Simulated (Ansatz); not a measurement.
# Relaxation of Al

Level of theory: DFT PBEsol+D3(BJ), scalar-relativistic, plane waves, PAW in Ansatz 0.2.0. Run with 420 eV cutoff, 24×24×6 k-mesh, Gaussian smearing of 0.10 eV, no spin polarisation.

What was changed: biaxial strain in the a-b plane, c and atoms relaxed: -3.0 %.

Command:

```bash
ansatz run input.yaml --threads 1 --pin off --max-ram 2560MiB --backend cpu --events-out ev --progress --plain --runs-dir out
```

Input:

```yaml
crystal:
  lattice:
    - [2.7170847239, 0.0, 0.0]
    - [-1.358542362, 2.3530643951, 0.0]
    - [0.0, 0.0, 9.3582991244]
  atoms:
    - { symbol: Al, position: [0.0, 0.0, 0.0] }
    - { symbol: Al, position: [0.3333333333, 0.6666666667, 0.25] }
    - { symbol: Al, position: [0.0, 0.0, 0.5] }
    - { symbol: Al, position: [0.6666666667, 0.3333333333, 0.75] }
basis:
  ecutwfc: 420
kpoints:
  mp_grid: { grid: [24, 24, 6] }
hamiltonian:
  xc: pbesol
  dispersion: d3bj
scf:
  occupations: { method: gaussian, width: 0.1 }
output:
  forces: true
  stress: true
  eigenvalues: true
relax:
  adjacent_minimum: "off"
  f_tol: 0.008
  max_steps: 40
  cell: { stress_tol: 0.015, fix: [a, b, gamma] }
```

F is the free energy. Steps run on the plane waves of an earlier cell, but the last one, and at times one on the way, on a freshly chosen basis, so a repeated geometry can differ a little in energy. The held parts of the cell keep their stress, so P needn't end at zero.

Steps:

| step | F − F(1) (eV) | largest force component (eV/Å) | V (Å³/atom) | P (GPa) |
| --- | --- | --- | --- | --- |
| 1 | 0.0000 | 0.000 | 14.958 | 4.63 |
| 2 | -0.0006 | 0.000 | 15.016 | 4.26 |
| 3 | -0.0007 | 0.000 | 15.047 | 4.07 |
| 4 | -0.0008 | 0.000 | 15.047 | 4.08 |

Relaxed structure:

```
CELL_PARAMETERS angstrom
2.71708 0.00000 0.00000
-1.35854 2.35306 0.00000
0.00000 0.00000 9.41424
ATOMIC_POSITIONS crystal
Al 0.00000 0.00000 0.00000
Al 0.33333 0.66667 0.25000
Al 0.00000 0.00000 0.50000
Al 0.66667 0.33333 0.75000
```

Symmetry: P6_3/mmc, No. 194, hexagonal system. The conventional cell has a = 2.717 Å, b = 2.717 Å, c = 9.414 Å, α = 90.00°, β = 90.00°, γ = 120.00°. Al (site symmetry -3m) has 12 Al at 2.72 to 2.83 Å as nearest neighbours. Al (site symmetry -6m2) has 12 Al at 2.72 to 2.83 Å as nearest neighbours.

The run converged. The run took 30 s on 1 thread of Arm Neoverse V2, on a shared host, peak memory 0.43 GiB.